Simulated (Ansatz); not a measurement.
**LuAlN2: computed property card**

LuAlN2:
```
CELL_PARAMETERS angstrom
      5.86911     0.00000     0.00000
      0.00000     6.90255     0.00000
      0.00000     0.00000     5.17688
ATOMIC_POSITIONS crystal
  Lu 0.59917 0.87735 0.97879
  Lu 0.40083 0.12265 0.47879
  Lu 0.90083 0.37735 0.47879
  Lu 0.09917 0.62265 0.97879
  Al 0.07255 0.12628 0.99607
  Al 0.92745 0.87372 0.49607
  Al 0.42745 0.62628 0.49607
  Al 0.57255 0.37372 0.99607
  N  0.60622 0.85264 0.41286
  N  0.39378 0.14736 0.91286
  N  0.89378 0.35264 0.91286
  N  0.10622 0.64736 0.41286
  N  0.54921 0.39686 0.35830
  N  0.45079 0.60314 0.85830
  N  0.95079 0.89686 0.85830
  N  0.04921 0.10314 0.35830
```

Space group Pna2_1 (No. 33); conventional cell a = 5.8691 Å, b = 6.9026 Å, c = 5.1769 Å, α = 90.00°, β = 90.00°, γ = 90.00°.

Method: r²SCAN (plane waves, PAW; program Ansatz). Geometry: relaxed at this level of theory. Other levels are named where they apply.

**Cell and energy**

- Volume per atom: 13.11 Å³
- Density: 7.28 g/cm³
- Formation energy from the elements (no fitted shifts): -1.67 eV/atom

**Electronic structure**

Band gap: 3.28 eV (indirect)
Valence-band maximum: at Γ
Conduction-band minimum: on the Γ–X line, 42 % of the way from Γ (k = 0.208, 0.000, 0.000 in fractions of the reciprocal vectors) (2 equivalent valleys)
Smallest direct gap on the standard path: 3.35 eV
Electron effective mass: 0.55, 1.1, 1.3 mₑ (principal values)
Hole effective mass: 0.89, 1.8, 2.2 mₑ (principal values)

**Mechanics**

- Bulk modulus (Birch–Murnaghan fit) = 1610 kbar
- Pressure derivative B′ = 3.4

**Charges**

- Bader charges = Lu +1.95, Al +2.47, N -2.22 to -2.20 e

The start of the workflow was typed in or built on a structure type; neither database checked (COD, Materials Project) lists it. Whether it is the stable phase at ambient conditions was not checked. Symmetry was held in the r²SCAN relaxation; its stability against distortions is not shown here. The references are the lowest solids computed at this level, not always the standard phases (solids in place of the gases). Spin–orbit coupling is left out wherever it is not named.

Potentials: the earlier of the program's two PAW sets.
